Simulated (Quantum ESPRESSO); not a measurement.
Band energies of CsAsF6

```xyz
8
Lattice="3.8559 2.2262 2.6221 -3.8559 2.2262 2.6221 0.0000 -4.4524 2.6221" Properties=species:S:1:pos:R:3 pbc="T T T"
F     -0.3312    -3.0713     3.6379
F      0.3312     3.0713     4.2283
F      2.8254     1.2488     3.6379
F     -2.8254    -1.2488     4.2283
F     -2.4942     1.8224     3.6379
F      2.4942    -1.8224     4.2283
As     0.0000     0.0000     0.0000
Cs     0.0000     0.0000     3.9331
```

PBEsol (pw.x of Quantum ESPRESSO, ONCV potentials, without SOC); path ΓPZQΓFP1Q1LZ; energies in eV from the valence-band maximum.

```csv
k (1/Å),point,band 29,band 30,band 31,band 32,band 33,band 34,band 35,band 36
0.00,Γ,-0.61,-0.61,-0.25,-0.25,0.00,5.67,9.81,10.40
0.20,,-0.70,-0.65,-0.23,-0.21,0.00,5.83,9.84,10.42
0.59,,-0.81,-0.72,-0.14,-0.12,-0.08,6.32,10.38,10.68
0.98,P,-0.82,-0.67,-0.17,-0.09,-0.09,6.46,10.48,10.48
0.98,Z,-0.82,-0.66,-0.17,-0.09,-0.09,6.46,10.45,10.45
1.16,,-0.81,-0.66,-0.16,-0.11,-0.09,6.43,10.44,10.54
1.53,,-0.74,-0.65,-0.20,-0.10,-0.08,6.32,10.21,10.74
1.89,,-0.79,-0.71,-0.14,-0.10,-0.08,6.42,10.46,10.72
2.07,Q,-0.83,-0.69,-0.14,-0.09,-0.09,6.46,10.54,10.59
2.26,,-0.78,-0.75,-0.10,-0.08,-0.08,6.43,10.52,10.71
2.64,,-0.74,-0.74,-0.13,-0.13,-0.03,6.06,10.03,10.23
3.03,Γ,-0.61,-0.61,-0.25,-0.25,0.00,5.67,9.81,10.40
3.23,,-0.73,-0.64,-0.23,-0.21,0.00,5.84,9.85,10.40
3.64,,-0.73,-0.65,-0.19,-0.09,-0.07,6.31,10.27,10.54
3.84,F,-0.71,-0.64,-0.21,-0.10,-0.07,6.32,10.23,10.80
4.02,,-0.75,-0.67,-0.18,-0.11,-0.08,6.36,10.34,10.85
4.39,P1,-0.82,-0.67,-0.17,-0.09,-0.09,6.46,10.48,10.48
4.39,Q1,-0.83,-0.69,-0.14,-0.09,-0.09,6.46,10.54,10.59
4.53,,-0.79,-0.72,-0.12,-0.09,-0.08,6.44,10.52,10.68
4.82,,-0.74,-0.74,-0.13,-0.09,-0.04,6.37,9.92,10.22
5.11,L,-0.75,-0.64,-0.14,-0.08,-0.02,6.35,9.57,9.96
5.39,,-0.76,-0.72,-0.15,-0.10,-0.05,6.32,9.97,10.31
5.66,,-0.81,-0.66,-0.14,-0.13,-0.10,6.38,10.45,10.56
5.93,Z,-0.82,-0.66,-0.17,-0.09,-0.09,6.46,10.45,10.45
```

The PBEsol gap is direct, 5.67 eV at Γ. Another valence extremum on the path lies within 0.02 eV, too close to call.

Spin-orbit splittings are left out.

Geometry of the Materials Project entry, not relaxed at this level.

The structure is a Materials Project entry; no match was found in the copy of COD used, and its stability was not checked.
